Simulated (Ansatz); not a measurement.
WN₂:
```xyz
3
Lattice="2.8960 0.0000 0.0000 -1.4480 2.5080 0.0000 0.0000 0.0000 3.8890" Properties=species:S:1:pos:R:3 pbc="T T T"
W      1.4480     0.8360     1.9445
N      0.0000     0.0000     3.1841
N      0.0000     0.0000     0.7049
```

The program Ansatz at the PBEsol level (PAW) gives a gap of 1.12 eV without spin–orbit coupling, maximum at H, minimum on the H–A line, 20 % of the way from H.

**Question.** What happens when spin–orbit coupling is switched on?

**Answer.** The gap decreases by 0.27 eV, to 0.85 eV; maximum at H, minimum on the H–A line, 16 % of the way from H.

Space group P-6m2. The workflow started from a Materials Project entry (that database holds measured and hypothetical structures alike); the Crystallography Open Database copy checked does not list it. Its standing as an ambient phase is unchecked. The cell was relaxed with PBEsol under the symmetry of its start; its stability against distortions is not shown here. The run is not spin-polarised.

Potentials: the later of the program's two PAW sets.
